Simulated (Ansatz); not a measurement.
MgSnSb2 as one 4-atom ordering (P-4m2) on the zincblende lattice was relaxed with 5 functionals in Ansatz 0.2.0, cell and atoms free, the symmetry of the start kept (meshes: PBE 6×6×4, r2SCAN 6×6×4, PBEsol 6×6×4, LDA 6×6×4, HSE06 4×4×2). These are computed values for a spin-unpolarised cell that may be hypothetical; none is a measurement.

The r2SCAN result:
```
Mg Sb Sn
1.0
     4.60048    0.00000    0.00000
     0.00000    4.60048    0.00000
     0.00000    0.00000    6.55524
Mg Sb Sn
1 2 1
Direct
  0.00000 0.00000 0.00000
  0.00000 0.50000 0.24288
  0.50000 0.00000 0.75712
  0.50000 0.50000 0.50000
```

The symmetry is P-4m2 (No. 115, tetragonal); conventional cell a = 4.600 Å, c = 6.555 Å, 34.68 Å³ an atom. Mg has 4 Sb at 2.80 Å; Sb has 2 Mg at 2.80 Å and 2 Sn at 2.85 Å; Sn has 4 Sb at 2.85 Å.

(1) What lattice does LDA give?

(2) How does the cell change with PBEsol?

(3) Held at the r2SCAN cell, what mean stress do LDA and PBE find, and does its sign point to their own minimum?

The cell is metallic with PBE, PBEsol, LDA, and these meshes limit the relaxed cells of a metal. A gap that a hybrid shows on its coarser mesh alone may close between the points.

Results:

(1) a = 4.544 Å, c = 6.446 Å; the volume differs by -4.1 % from r2SCAN's. Around Mg lie 4 Sb at 2.75 Å; around Sb lie 2 Mg at 2.75 Å and 2 Sn at 2.82 Å; around Sn lie 4 Sb at 2.82 Å.

(2) a = 4.588 Å, c = 6.516 Å; the volume differs by -1.1 % from r2SCAN's. Mg is surrounded by 4 Sb at 2.78 Å; Sb is surrounded by 2 Mg at 2.78 Å and 2 Sn at 2.84 Å; Sn is surrounded by 4 Sb at 2.84 Å.

(3) Yes. LDA -1.60 GPa, and its relaxed volume is -4.1 % from r2SCAN's; PBE +1.21 GPa, and its relaxed volume is +3.1 % from r2SCAN's. Compression counts positive, so a positive stress asks for a larger cell.

Spin-orbit coupling is left out, which matters wherever the heavy atoms make up the band edges.

The meshes of the hybrids are coarse, so their gaps aren't converged to the digits shown.
